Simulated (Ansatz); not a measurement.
A geometry of SrTiO3 away from equilibrium: step 4 of the relaxation of a relaxed SrTiO3 cell displaced along its unstable phonon at q = Γ (263i cm⁻¹), largest move 0.15 Å. Calculation: PBEsol (plane waves to 420 eV, PAW, scalar-relativistic; Ansatz, an electronic-structure program). Γ-centred k-mesh 5×5×5 on the run's cell (coarser than for final values), Fermi–Dirac smearing 0.05 eV. The plane waves were selected for a different cell earlier on the path.

```
CELL_PARAMETERS angstrom
      2.79685     1.61476     5.10871
     -2.79685     1.61476     5.10871
      0.00000    -3.22953     5.10871
ATOMIC_POSITIONS crystal
  Ti 0.21701 0.21701 0.21701
  Ti 0.71701 0.71701 0.71701
  Sr 0.98616 0.98616 0.98616
  Sr 0.48616 0.48616 0.48616
  O  0.95070 0.50471 0.35741
  O  0.35741 0.95070 0.50471
  O  0.50471 0.35741 0.95070
  O  0.00471 0.45070 0.85741
  O  0.85741 0.00471 0.45070
  O  0.45070 0.85741 0.00471
```

**Question.** Give the Cartesian forces on all atoms (eV/Å).

**Answer.** 
| atom | Fx | Fy | Fz |
|---|---|---|---|
| Ti1 | 0.00 | 0.00 | 0.03 |
| Ti2 | 0.00 | 0.00 | 0.03 |
| Sr3 | 0.00 | 0.00 | -0.53 |
| Sr4 | 0.00 | 0.00 | -0.53 |
| O5 | -0.21 | -0.44 | 0.17 |
| O6 | 0.49 | 0.04 | 0.17 |
| O7 | -0.28 | 0.40 | 0.17 |
| O8 | 0.21 | -0.44 | 0.17 |
| O9 | 0.28 | 0.40 | 0.17 |
| O10 | -0.49 | 0.04 | 0.17 |

The path ends in R3c (No. 161). No spin polarisation in the result.

The run could not lose the symmetry of its start, so the end can be a saddle point.

The end of the path is a generated cell of SrTiO3: the first start was made by placing the elements on the sites of a structure type, and the end was not matched to a known phase here, so it may be hypothetical. Known forms of SrTiO3 include space group No. 221.
